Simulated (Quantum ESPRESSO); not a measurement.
## Kohn-Sham bands of Ge (P6₃/mmc, model phase)

```
Ge
1.0
    3.99759     0.00000     0.00000
   -1.99879     3.46201     0.00000
    0.00000     0.00000     6.59938
Ge
4
Cartesian
 -1.99879   1.15400   0.41510
  1.99879  -1.15400  -0.41510
  1.99879  -1.15400  -2.88459
 -1.99879   1.15400   2.88459
```

Structure: Materials Project mp-1007760, symmetrised, not relaxed again. This isn't the element's usual structure (diamond); take it as a model of another phase. Computed values, not measurements, from PBEsol: Quantum ESPRESSO (norm-conserving PseudoDojo potentials, cutoff 63 Ry, spinors with spin-orbit coupling) on a Γ-centred 6×6×4 mesh, then Wannier90. Density: 12×12×6 mesh, cold smearing 0.01 Ry.

Q: List the Kohn-Sham levels between −8 and 3.0 eV relative to the Fermi level at the high-symmetry points, as a band run of pw.x on that density gives them (levels within 2 meV counted together).

A: 
| point | k (reciprocal lattice) | levels (eV) |
|---|---|---|
| Γ | 0.000 0.000 0.000 | -7.68 (×2), -1.62 (×2), -1.43 (×2), -0.28 (×2), -0.18 (×2), -0.09 (×2), 0.05 (×2), 0.18 (×2), 2.12 (×2), 2.27 (×2), 2.71 (×2) |
| M | 0.500 0.000 0.000 | -6.81 (×2), -4.65 (×2), -3.12 (×2), -2.88 (×2), -1.49 (×2), 0.42 (×2), 1.56 (×2) |
| K | 0.333 0.333 0.000 | -7.66 (×2), -7.63 (×2), -5.05 (×2), -3.54 (×2), -3.53 (×2), -3.24 (×2), 1.35 (×2) |
| A | 0.000 0.000 0.500 | -4.87 (×4), -1.00 (×4), -0.80 (×4), 0.59 (×4) |
| L | 0.500 0.000 0.500 | -7.93 (×4), -2.61 (×4), -2.45 (×4), 0.43 (×4), 2.01 (×4) |
| H | 0.333 0.333 0.500 | -4.37 (×2), -4.34 (×2), -2.09 (×2), -2.05 (×2), 1.14 (×2), 1.18 (×2) |
